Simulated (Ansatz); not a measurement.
Relaxed-ion elastic tensor of WO3 (ReO3 type, Pm-3m) in GPa (Voigt order), PBEsol in the plane-wave PAW code Ansatz; density 7.02 g/cm³, 13.71 Å³ per atom.

```
 650  46.2  46.2   0.0   0.0   0.0
46.2   650  46.2   0.0   0.0   0.0
46.2  46.2   650   0.0   0.0   0.0
 0.0   0.0   0.0  69.9   0.0   0.0
 0.0   0.0   0.0   0.0  69.9   0.0
 0.0   0.0   0.0   0.0   0.0  69.9
```

Task: Is the crystal mechanically stable?

Result: Yes: the smallest eigenvalue of C is 69.9 GPa.

Task: Work out the Voigt, Reuss and Hill averages.

Result: K_V = 248, K_R = 248, K_H = 248; G_V = 163, G_R = 101, G_H = 132 GPa.

Task: Give Young's modulus, Poisson's ratio, Pugh's ratio and the universal anisotropy index.

Result: E = 9KG/(3K + G) = 336 GPa; ν = 0.27; K/G = 1.88 (ductile by the Pugh limit of 1.75); A_U = 5G_V/G_R + K_V/K_R − 6 = 3.06.

Task: Estimate the sound speeds and the Debye temperature.

Result: v_l = √((K + 4G/3)/ρ) = 7770 m/s, v_t = √(G/ρ) = 4330 m/s, mean 4830 m/s; Θ = (h/k)(3n/4πV)^(1/3) v_m = 600 K.

Task: Give the Zener ratio and Young's modulus along [100], [110] and [111].

Result: A = 2C44/(C11 − C12) = 0.23; 1/E = S11 − 2(S11 − S12 − S44/2)Γ with Γ = 0, 1/4, 1/3 gives 644, 232, 192 GPa.

Task: Solve the Christoffel equation for the three sound speeds along [100], [110], [111].

Result: Eigenvalues of C_ijkl n_j n_l equal ρv². In km/s, slowest first: [100] 3.16, 3.16, 9.63; [110] 3.16, 6.56, 7.72; [111] 5.66, 5.66, 6.97.

The first step of the workflow began from a Materials Project structure, measured or hypothetical; the Crystallography Open Database copy checked does not list it. COD files the formula under space group No. 2, 14, 62, 129, 130, 191, so this cell is another polymorph or a model. Its standing as an ambient phase is unchecked. The cell was relaxed with PBEsol under the symmetry of its start. At this level the phase is dynamically unstable (imaginary phonons). No spin polarisation was allowed. No Hubbard U is applied. Spin–orbit coupling is left out wherever it is not named.

Potentials: the earlier of the program's two PAW sets.
